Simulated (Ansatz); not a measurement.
BN:
```cif
data_B4N4
_chemical_formula_sum 'N4 B4'
_space_group_name_H-M_alt 'F-43m'
_space_group_IT_number 216
_space_group_name_Hall 'F -4 2 3'
_cell_length_a 3.58055
_cell_length_b 3.58055
_cell_length_c 3.58055
_cell_angle_alpha 90.000
_cell_angle_beta 90.000
_cell_angle_gamma 90.000
loop_
_atom_site_label
_atom_site_type_symbol
_atom_site_symmetry_multiplicity
_atom_site_Wyckoff_symbol
_atom_site_fract_x
_atom_site_fract_y
_atom_site_fract_z
_atom_site_occupancy
N1 N 4 c 0.25000 0.25000 0.25000 1
B1 B 4 a 0.00000 0.00000 0.00000 1
```
(The calculation used a cell of 2 atoms; values per cell refer to that cell.)

Relaxed with LDA.

Question: Decompose the optical modes at the zone centre into irreducible representations, and say which are infrared and Raman allowed.

Answer: Point group -43m: Γ_opt = T2. Infrared: T2. Raman: T2.

Question: Assign frequencies (DFPT, the program Ansatz at the LDA level (PAW); without the LO–TO term).

Answer: T2 1068 cm⁻¹.

Symmetry was held in the LDA relaxation; phonons on a q-mesh show no instability.

Potentials: the later of the program's two PAW sets.
